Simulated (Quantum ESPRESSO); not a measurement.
```yaml
crystal:
  lattice:
    - [3.99050, 0.00000, 0.00000]
    - [0.00000, 3.99050, 0.00000]
    - [0.00000, 0.00000, 4.04120]
  atoms:
    - { symbol: Ba, position: [0.00000, 0.00000, 0.00798] }
    - { symbol: Ti, position: [0.50000, 0.50000, 0.49210] }
    - { symbol: O, position: [0.50000, 0.50000, 0.03553] }
    - { symbol: O, position: [0.00000, 0.50000, 0.52469] }
    - { symbol: O, position: [0.50000, 0.00000, 0.52469] }
```
The cell was made here from an entry of the Crystallography Open Database (unchecked): atoms relaxed with PBE in the measured cell (PBE without dispersion, pw.x of a modified build of Quantum ESPRESSO, symmetry kept).  Stability against distortions was not tested. The run has no spin polarisation.

A lattice sum over point charges, one formal value an element (Ba +2, Ti +4, O -2), with no Sternheimer factor, costs far less than a self-consistent run. Taken along the main axis of each site's self-consistent tensor, it gives:

```
site             V along that axis, point charges (a.u.)
---------------  ---------------------------------------
Ba (atom 1)                                        0.000
Ti (atom 2)                                       -0.004
O1 (atom 3)                                        0.202
O2 (atoms 4, 5)                                    0.198
```

Question: How do the values of PBE PAW (JTH datasets; density from pw.x of Quantum ESPRESSO, gradients reconstructed from it by a script) compare?

Answer: 
| site | Vzz, PAW (a.u.) | PAW over point charges |
|---|---|---|
| Ba | -0.073 | – |
| Ti | 0.037 | -9.2 |
| O1 | 0.158 | 0.8 |
| O2 | 0.272 | 1.4 |
Along that axis the sign differs on Ti.  Cores are frozen. Against all-electron runs on small test molecules, this scheme's |Vzz| missed by −2 to +6 % on O. Ba, Ti had no test against all-electron runs. Spin–orbit coupling is left out, a limit on Ba.
